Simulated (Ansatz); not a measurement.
Given:

Au (fcc, Cu type)

```
CELL_PARAMETERS angstrom
      4.15726     0.00000     0.00000
      0.00000     4.15726     0.00000
      0.00000     0.00000     4.15726
ATOMIC_POSITIONS crystal
  Au 0.00000 0.00000 0.00000
  Au 0.50000 0.50000 0.00000
  Au 0.50000 0.00000 0.50000
  Au 0.00000 0.50000 0.50000
```

In this cell atom 3 (Au, nearest neighbour Au at 2.940 Å; its periodic images, 4.2 Å or more away, move with it) is moved by s along Cartesian x, unit vector (1.000, 0.000, 0.000); all other atoms and the cell stay fixed.

Level of theory: PBE (plane waves to 420 eV, PAW, scalar-relativistic; Ansatz, a quantum-chemistry and plane-wave program). k mesh 9×9×9 (Γ-centred), Fermi-Dirac smearing 0.05 eV. The energy includes the smearing's −TS. With partly filled bands, energies and forces of such displacements shift with the k mesh and the smearing. Au was relaxed with its symmetry unable to fall. Spin-orbit coupling is left out, though Au is heavy. The PAW data are Ansatz's earlier set. The zero of ΔE is the undisplaced structure.

The scan covers s from -0.290 to 0.290 Å in 11 points.

Q: Is the energy the same for equal positive and negative displacements?

A: Even: the same for both signs. With its periodic images moving along, the atom's site symmetry in this cell is m-3m.

Q: What is the force constant k = d²E/ds² of this move at s = 0?

A: 5.35 eV/Å².

(For displaced atoms, the force is minus the slope of the energy, and its curvature is a force constant, which sets phonon frequencies.)
